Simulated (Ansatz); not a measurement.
Relaxed SiO$_{2}$ (rutile):

```yaml
crystal:
  lattice:
    - [4.23616, 0.00000, 0.00000]
    - [0.00000, 4.23616, 0.00000]
    - [0.00000, 0.00000, 5.38090]
  atoms:
    - { symbol: Si, position: [0.50000, 0.50000, 0.25000] }
    - { symbol: Si, position: [0.50000, 0.50000, 0.75000] }
    - { symbol: Si, position: [0.00000, 0.00000, 0.00000] }
    - { symbol: Si, position: [0.00000, 0.00000, 0.50000] }
    - { symbol: O, position: [0.80699, 0.80699, 0.25000] }
    - { symbol: O, position: [0.80699, 0.80699, 0.75000] }
    - { symbol: O, position: [0.30699, 0.69301, 0.00000] }
    - { symbol: O, position: [0.30699, 0.69301, 0.50000] }
    - { symbol: O, position: [0.69301, 0.30699, 0.00000] }
    - { symbol: O, position: [0.69301, 0.30699, 0.50000] }
    - { symbol: O, position: [0.19301, 0.19301, 0.25000] }
    - { symbol: O, position: [0.19301, 0.19301, 0.75000] }
```

The atoms are displaced by Q × the pattern below (from a DFPT mode at Z = (0.0, 0.0, 0.5), largest move 1; Q in Å), at fixed cell. It is one choice among 2 degenerate patterns. (q is in reciprocal vectors of the primitive cell; the cell shown is doubled to hold the pattern.)

```csv
atom,x,y,z
Si1,-0.707,0.707,0.000
Si2,0.707,-0.707,0.000
Si3,-0.080,-0.080,0.000
Si4,0.080,0.080,0.000
O5,-0.054,0.054,0.023
O6,0.054,-0.054,-0.023
O7,-0.006,-0.006,-0.208
O8,0.006,0.006,0.208
O9,-0.006,-0.006,0.208
O10,0.006,0.006,-0.208
O11,-0.054,0.054,-0.023
O12,0.054,-0.054,0.023
```

Computed with PBE (plane waves to 420 eV, PAW, scalar-relativistic; Ansatz, an electronic-structure program). k mesh 8×8×6 (Γ-centred), Fermi-Dirac smearing 0.05 eV. The energy includes the smearing's −TS. SiO2 was relaxed with its symmetry unable to fall. ΔE is measured from the undisplaced structure.

```json
[
 {"Q (Å)": "-0.100", "ΔE (eV/cell)": "0.1628"},
 {"Q (Å)": "-0.067", "ΔE (eV/cell)": "0.0725"},
 {"Q (Å)": "-0.033", "ΔE (eV/cell)": "0.0182"},
 {"Q (Å)": "0.000", "ΔE (eV/cell)": "0.0000"},
 {"Q (Å)": "0.033", "ΔE (eV/cell)": "0.0182"},
 {"Q (Å)": "0.067", "ΔE (eV/cell)": "0.0725"},
 {"Q (Å)": "0.100", "ΔE (eV/cell)": "0.1628"}
]
```

Which DFPT wavenumber at Z = (0.0, 0.0, 0.5) belongs to this mode?
A) 385 cm⁻¹
B) 798 cm⁻¹
C) 595 cm⁻¹
D) 443 cm⁻¹

A, 385 cm⁻¹. The curvature of the scan gives 385 cm⁻¹

(For displaced atoms, the force is minus the slope of the energy, and its curvature is a force constant, which sets phonon frequencies.)
